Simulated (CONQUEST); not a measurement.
Set-up for a self-consistent single point of BaTiO₃ (P4mm, 5 atoms in the cell; from Materials Project mp-5986, changed as shown).

```
BaTiO3
1.0
    3.99038     0.00000     0.00000
    0.00000     3.99038     0.00000
    0.00000     0.00000     4.18471
Ba Ti O
1 1 3
Cartesian
  1.99519   1.99519   2.43776
  0.00000   0.00000   0.41864
  0.00000   1.99519   0.26874
  1.99519   0.00000   0.26874
  0.00000   0.00000   2.29728
```

Computed with PBE, numerical atomic orbitals double-zeta with polarisation (the shipped basis), PseudoDojo norm-conserving potentials made for PBE (CONQUEST).

CONQUEST settings:

| key | value |
|---|---|
| basis | DZP |
| Diag.MPMeshX, Y, Z | 6 6 6 |
| potentials | PseudoDojo norm-conserving PBE |
| Grid.GridCutoff | 140 Ha |
| DM.SolutionMethod | diagon |
| Diag.kT | 0.000735 Ha |
| Diag.GammaCentred | true |
| minE.SCTolerance | 1.0e-06 |
| SC.MaxIters | 100 |
| SC.LinearMixingFactor | 0.5 |
| SC.KerkerPreCondition | true |
| SC.KerkerFactor | 0.1 1/bohr |
| AtomMove.TypeOfRun | static |

Results:

- Number of valence electrons = 40
- Number of bands = 72
- Number of k-points after the program's reduction = 154
- Size of the basis = 72
- Number of SCF iterations = 10
- FFT grid = 48 × 48 × 48
- Free energy E − TS = -3737.5138 eV
- Top of the valence band (on the code's own zero) = -9.60 eV
- Gap on the k-point mesh = 1.64 eV
- Pressure = 0.30 GPa
- Largest force (vector length) = 0.431 eV/Å

Forces (eV/Å):
```tsv
atom	Fx	Fy	Fz
Ba1	0.000	0.000	0.017
Ti2	0.000	0.000	0.431
O3	0.000	0.000	-0.042
O4	0.000	0.000	-0.042
O5	0.000	0.000	-0.362
```

Stress (GPa, positive for compression):
```
 1.49   0.00   0.00
 0.00   1.49   0.00
 0.00   0.00  -2.09
```

Gaps are taken between levels on the mesh.

For comparison: a first run was changed to give this one (lattice vector c scaled by 1.02), and from it to this one the free energy falls by 1.1 meV/atom, the pressure goes from 3.51 to 0.30 GPa, the largest force goes from 0.142 to 0.431 eV/Å and the gap on the mesh goes from 1.688 to 1.641 eV.

The program uses no crystal symmetry, so grid and mesh can part values that symmetry would make equal. The atom-centred basis is finite, which shifts total energies, pressures, gaps and forces against plane waves. The structure comes from a collection of computed structures, made at another level of theory; the collection holds predicted forms beside known ones.

Cost on one core: very roughly 3.0 core-minutes.
